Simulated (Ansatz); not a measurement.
Relaxed-ion elastic tensor of Bi$_{2}$Se$_{3}$ in space group R-3m (No. 166; Bi on 6c, Se on 3a, Se on 6c) in GPa (Voigt order), PBE+D3(BJ) (plane waves, PAW; program Ansatz); density 7.71 g/cm³, 28.19 Å³ per atom.

```
 86.7   23.7   24.9  -14.6    0.0    0.0
 23.7   86.7   24.9   14.6    0.0    0.0
 24.9   24.9   45.3    0.0    0.0    0.0
-14.6   14.6    0.0   28.5    0.0    0.0
  0.0    0.0    0.0    0.0   28.5  -14.6
  0.0    0.0    0.0    0.0  -14.6   31.5
```

Question: Is the crystal mechanically stable?

Answer: Yes: the smallest eigenvalue of C is 15.3 GPa.

Question: Work out the Voigt, Reuss and Hill averages.

Answer: K_V = 40.7, K_R = 37.1, K_H = 38.9; G_V = 27.4, G_R = 20.8, G_H = 24.1 GPa.

Question: Give Young's modulus, Poisson's ratio, Pugh's ratio and the universal anisotropy index.

Answer: E = 9KG/(3K + G) = 59.9 GPa; ν = 0.24; K/G = 1.61 (brittle by the Pugh limit of 1.75); A_U = 5G_V/G_R + K_V/K_R − 6 = 1.68.

Question: Estimate the sound speeds and the Debye temperature.

Answer: v_l = √((K + 4G/3)/ρ) = 3030 m/s, v_t = √(G/ρ) = 1770 m/s, mean 1960 m/s; Θ = (h/k)(3n/4πV)^(1/3) v_m = 192 K.

Question: How much does each axis shrink under pressure?

Answer: Linear compressibilities β_i = Σ_j S_ij (j = 1 to 3): x 5.4, y 5.4, z 16 per TPa.

The PBE+D3(BJ) relaxation kept the symmetry of its start; of distortions, only those at the zone centre were tested. Spin–orbit coupling is left out wherever it is not named.

Potentials: the later of the program's two PAW sets.
